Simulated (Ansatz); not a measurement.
Below is a relaxed structure of Zn4SO3. The cell was found from a structure generator's guess, not taken from experiment.

Theory: Ansatz 0.2.0, DFT PBE, scalar-relativistic, plane waves, PAW. Cutoff 420 eV, Γ-centred mesh, Gaussian smearing, no spin polarisation.

```
Zn S O
1.0
     3.45884    0.00000    0.00000
     0.00000    3.45884    0.00000
     0.00000    0.00000    9.35065
Zn S O
4 1 3
Cartesian
  1.7294 0.0000 6.1792
  0.0000 1.7294 8.3066
  1.7294 0.0000 1.0441
  0.0000 1.7294 3.1715
  1.7294 1.7294 4.6753
  0.0000 0.0000 7.2575
  1.7294 1.7294 0.0000
  0.0000 0.0000 2.0932
```

Energies over the elements count from the elements' standard structures at the same level (O₂ as a molecule), with no fitted energy shifts.

(1) What space group does it have?

(2) What is its formation energy per atom?

(3) Is it a metal?

Results:

(1) P-4m2 (No. 115), with S and O ordered on zinc blende sites. Conventional cell: a = 3.459 Å, c = 9.351 Å. Around Zn on its first site lie 2 O at 2.04 Å and 2 S at 2.29 Å; Zn on its second site is surrounded by 4 O at 2.02 Å; around S lie 4 Zn at 2.29 Å; O on a site of symmetry 2mm is surrounded by 4 Zn at 2.02–2.04 Å; 1 more site not described.

(2) −1.202 eV/atom. It lies below the elements, which doesn't yet make it stable against other compounds or structures.

(3) No, the gap on the 10×10×4 mesh is 0.13 eV.

The last run used a 10×10×4 mesh (in the run's order of axes) for its 8-atom cell and Gaussian smearing of 0.01 eV. Kohn–Sham gaps at this level usually fall short of measured ones. The reference form of S is held partly by dispersion forces, which this level lacks. Small gaps are read on the mesh alone, and bands can cross between its points. A structure relaxed within its symmetry needn't be a true minimum.
